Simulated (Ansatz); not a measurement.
Starting cell, AgCl (rock salt):

```
AgCl
1.0
    0.00000     5.54504     5.54504
    2.77252     0.00000     2.77252
    2.77252     2.77252     0.00000
Cl Ag
2 2
Cartesian
  0.00000   0.00000   0.00000
  2.77252   5.54504   2.77252
  2.77252   2.77252   2.77252
  2.77252   5.54504   5.54504
```

A phonon eigenvector at L = (0.5, 0.0, 0.0) is frozen into this cell: atom i moves by Q times the vector below, so Q is the largest atomic displacement, in Å. The cell is held. It is one choice among 2 degenerate patterns. (q is in reciprocal vectors of the primitive cell; the cell shown is doubled to hold the pattern.)

```
atom       x       y       z
----  ------  ------  ------
Ag3    0.285  -0.520   0.805
Ag4   -0.285   0.520  -0.805
```

Atoms not listed stay in place.

Level of theory: r2SCAN (plane waves to 500 eV, PAW, scalar-relativistic; Ansatz, a quantum-chemistry and plane-wave program). k mesh 5×10×10 (Γ-centred), Fermi-Dirac smearing 0.05 eV. The energy includes the smearing's −TS. Stress and pressure are positive under compression. AgCl was relaxed with its symmetry unable to fall. The zero of ΔE is the undisplaced structure.

### Question
Estimate the ΔE (meV/cell) and P (GPa) for Q (Å) = -0.280, -0.093, -0.047, 0.047, 0.093, 0.187.

### Answer
```tsv
Q (Å)	ΔE (meV/cell)	P (GPa)
-0.280	130.4	1.34
-0.093	13.9	0.15
-0.047	3.5	0.04
0.047	3.5	0.04
0.093	13.9	0.15
0.187	56.6	0.59
```

(A displaced cell: forces are minus the slopes of the energy, force constants its curvatures, and phonons follow from these.)
